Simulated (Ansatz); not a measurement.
Ansatz input

```yaml
crystal:
  lattice:
    - [2.9237438523, 0.0, 0.0]
    - [0.0, 2.9237438523, 0.0]
    - [0.0, 0.0, 2.9237438523]
  atoms:
    - { symbol: Lu, position: [0.0, 0.0, 0.0] }
hamiltonian:
  xc: lda
  pseudopotentials:
    kind: paw
    azcp:
      Lu: "pseudopotentials/Lu.paw.azcp"
basis:
  ecutwfc: 420
  fft_grid_basis: typed
kpoints:
  mp_grid: { grid: [12, 12, 12], shift: [0, 0, 0] }
magnetization:
  spin_polarized: false
scf:
  occupations: { method: fermi_dirac, width: 0.1 }
  lower_state_search: "off"
output:
  stress: true
```

and its output:

```
Warning: the record states the generating functional pbe (its physics header spells it `PBE`), which answers neither for hamiltonian.xc's functional nor for the lda family's — results may be inconsistent (PPs are generated against a specific XC)
Engine: ansatz 0.2.0, aarch64-unknown-linux-gnu
Pseudopotentials: kind: paw
Pseudopotential: Lu, paw, valence charge 25, recommended cutoff 420 eV (normal) 
Functional definition: SPW92
  exchange = slater_x
  correlation = pw_c
Crystal: 1 atoms, lattice volume = 24.993 Å³
Basis set: ecut = 420 eV, 461 PW (Γ)
Bands: 17, of which v1, the nominal top of the filled ones, is band 13 counted from 1 (12 counted from 0)
Symmetry: 48 space group operations
Space group: Pm-3m (ITA 221), of the structure as read, at distance tolerance 2.9e-5 Å
k-points: 84 of 1728
Non-local potential: Lu, projectors of the file, l = 0: 3, l = 1: 2, l = 2: 2, l = 3: 3
PAW form: soft (Blöchl's): semilocal exchange-correlation on the pseudo side does not see the compensation charge
PAW frozen core: Lu, regenerated for the run's functional, and the local potential with it (the file was generated under x = pbe(κ = 0.804, μ = 0.2195149727645171), c = pbe(β = 0.06672455060314922))
PAW one-centre angular grid: Lu, 590 points (default); XC on 64 Gauss nodes
Initial density: superposition of atomic densities (neutral atoms: chi_scale 0, normalization atom), corrected by the library's trained network
Initial wavefunctions: pseudopotential atomic-orbital guess
Functional: x = slater, c = lda
SCF iter   1: F=—  HF=-14492.112233 eV  |F-HF|=—  |Δ(HF+E_count)|=         —  Δρ=6.54e-3  dr2=1.03e-2  ethr=1.77e-3  ⟨swp⟩=5.3  Hψ=8228  notcnv=0
SCF iter   2: F=—  HF=-14492.108031 eV  |F-HF|=—  |Δ(HF+E_count)|=   4.20e-3  Δρ=4.62e-3  dr2=5.23e-3  ethr=4.11e-5  ⟨swp⟩=2.2  Hψ=3231  notcnv=0
SCF iter   3: F=—  HF=-14492.108505 eV  |F-HF|=—  |Δ(HF+E_count)|=   4.74e-4  Δρ=2.88e-3  dr2=1.37e-3  ethr=2.09e-5  ⟨swp⟩=2.8  Hψ=3000  notcnv=0
SCF iter   4: F=—  HF=-14492.106659 eV  |F-HF|=—  |Δ(HF+E_count)|=   1.85e-3  Δρ=3.56e-4  dr2=1.35e-5  ethr=5.47e-6  ⟨swp⟩=3.2  Hψ=3909  notcnv=0
SCF iter   5: F=—  HF=-14492.106647 eV  |F-HF|=—  |Δ(HF+E_count)|=   1.25e-5  Δρ=1.37e-4  dr2=1.31e-6  ethr=5.41e-8  ⟨swp⟩=3.3  Hψ=3433  notcnv=0
SCF iter   6: F=-14492.106647 eV  HF=-14492.106647 eV  |F-HF|=1.73e-8  |Δ(HF+E_count)|=   2.53e-8  Δρ=1.42e-5  dr2=1.98e-8  ethr=4.00e-10  ⟨swp⟩=5.7  Hψ=8702  notcnv=0
SCF 1 converged in 6 iterations: F = -14492.106647 eV  dr2 = 1.98e-8
SCF converged after 6 iterations
Free energy (F): -14492.106647 eV
Harris-Foulkes:  -14492.106647 eV  (|F-HF|=1.73e-8)
Internal energy: -14492.048097 eV  (E = F + TS)
E sigma→0 (E₀):  -14492.077372 eV
Entropy (-TS):   -0.058549 eV (-58.549 meV/atom)
Fermi energy:    15.867472 eV
--- Per-component energies (eV) ---
  E_band       = 49.392905
  E_kinetic    = 424.262959
  E_local      = -6525.137802  (includes V_loc(G=0)·N_el)
  E_nonlocal   = 589.259628
  E_hartree    = 2739.665951
  E_xc         = -217.629946
  E_vxc        = -259.527912  (∫ρ·V_xc dr)
  E_paw        = -7137.946626  (= ΣΔE_a)
  E_vpaw       = 341.193845  (= ΣTr[D̂ρ^β])
  E_aug_tail   = 0.000032  (compensation charges beyond the density's cutoff)
  E_ewald      = -4366.840929
  E_core_change = 2.318635  (= ΣΔE_core)
  E_smearing   = -0.058549  (= −TS)
  E_closure    = -0.000000  (closes the sum)
  Σ components = -14492.106647   (vs F -14492.106647, Δ=0.00e0)
--- Stress (GPa, compression-positive) ---
        5.422565      -0.000000      -0.000000
        0.000000       5.422565       0.000000
        0.000000       0.000000       5.422565
  P = ⅓ Tr σ = 5.4226 GPa (54.226 kbar)
```
